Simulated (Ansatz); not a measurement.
Os:
```
Os
1.0
    0.00000     1.91592     1.91592
    1.91592     0.00000     1.91592
    1.91592     1.91592     0.00000
Os
1
Direct
  0.00000   0.00000   0.00000
```

This is the r²SCAN-relaxed structure.

All from plane-wave PAW r²SCAN (Ansatz code), unless another level is named. Estimate the density of states at the Fermi level.

0.71 states/eV per atom (mean over ±0.08 eV).

And the gap with spin–orbit coupling?

none (metallic).

Space group Fm-3m (fcc (Cu type)). A made-up cell: these elements were put on the sites of a structure type; the Crystallography Open Database files this formula in space group No. 225, but the cells were not matched. It is not the phase usual at ambient conditions (space group No. 194). The r²SCAN relaxation kept the symmetry of its start; its stability against distortions is not shown here. No spin polarisation was allowed. Spin–orbit coupling is left out wherever it is not named.

Potentials: the later of the program's two PAW sets.
